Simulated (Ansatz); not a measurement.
Given:

TiO2:
```
CELL_PARAMETERS angstrom
      5.13561     0.00000     0.00000
      0.00000     9.19065     0.00000
      0.00000     0.00000     5.45448
ATOMIC_POSITIONS crystal
  Ti 0.13823 0.37103 0.40566
  Ti 0.86177 0.62897 0.59434
  Ti 0.36177 0.62897 0.90566
  Ti 0.63823 0.37103 0.09434
  Ti 0.63823 0.12897 0.59434
  Ti 0.36177 0.87103 0.40566
  Ti 0.86177 0.87103 0.09434
  Ti 0.13823 0.12897 0.90566
  O  0.46463 0.26975 0.38991
  O  0.53537 0.73025 0.61009
  O  0.03537 0.73025 0.88991
  O  0.96463 0.26975 0.11009
  O  0.96463 0.23025 0.61009
  O  0.03537 0.76975 0.38991
  O  0.53537 0.76975 0.11009
  O  0.46463 0.23025 0.88991
  O  0.81720 0.01019 0.85089
  O  0.18280 0.98981 0.14911
  O  0.68280 0.98981 0.35089
  O  0.31720 0.01019 0.64911
  O  0.31720 0.48981 0.14911
  O  0.68280 0.51019 0.85089
  O  0.18280 0.51019 0.64911
  O  0.81720 0.48981 0.35089
```

This is the r²SCAN-relaxed structure. Cartesian axes are those of the cell as given.

**Question.** All from the program Ansatz at the r²SCAN level (PAW), unless another level is named. Give the bulk modulus (Birch–Murnaghan fit).

**Answer.** 201 GPa.

**Question.** What about the elastic constants (relaxed ions, GPa)?

**Answer.** C11 = 316, C22 = 314, C33 = 323, C12 = 177, C13 = 153, C23 = 166, C44 = 88.6, C55 = 109, C66 = 105.

Space group Pbca. Symmetry was held in the r²SCAN relaxation. No spin polarisation was allowed.

Potentials: the earlier of the program's two PAW sets. The files were generated under PBE; for other functionals the program regenerates the frozen cores, and for LDA and PBEsol the local potential too.
